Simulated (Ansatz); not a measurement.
## InP, first-principles data

InP:
```
CELL_PARAMETERS angstrom
      3.44797     0.00000     0.00000
      0.00000     3.44797     0.00000
      0.00000     0.00000     3.44797
ATOMIC_POSITIONS crystal
  In 0.00000 0.00000 0.00000
  P  0.50000 0.50000 0.50000
```

Space group Pm-3m (No. 221), CsCl type; conventional cell a = 3.448 Å, b = 3.448 Å, c = 3.448 Å, α = 90.00°, β = 90.00°, γ = 90.00°.

Method: DFT-PBE in the program Ansatz with PAW potentials. Structure relaxed to zero pressure with the same functional. Other levels are named where they apply.

### Cell and energy

- Volume per atom: 20.50 Å³
- Density: 5.91 g/cm³
- Formation energy from the elements (no fitted shifts): 0.36 eV/atom

### Electronic structure

- Electronic character = metallic (no gap)
- Density of states at the Fermi level = 0.60 states/eV per atom (mean over ±0.08 eV)

### Mechanics

- Bulk modulus (Birch–Murnaghan fit) = 63.9 GPa
- Pressure derivative B′ = 4.8

The cell is a constructed one: a structure type filled with these elements; neither database checked (COD, Materials Project) lists it. It is not the phase usual at ambient conditions (space group No. 216). Symmetry was held in the PBE relaxation; its stability against distortions is not shown here. The references are the lowest solids computed at this level, not always the standard phases. Scalar-relativistic: spin–orbit coupling is off unless named, which matters more the heavier the elements.

Potentials: the later of the program's two PAW sets.
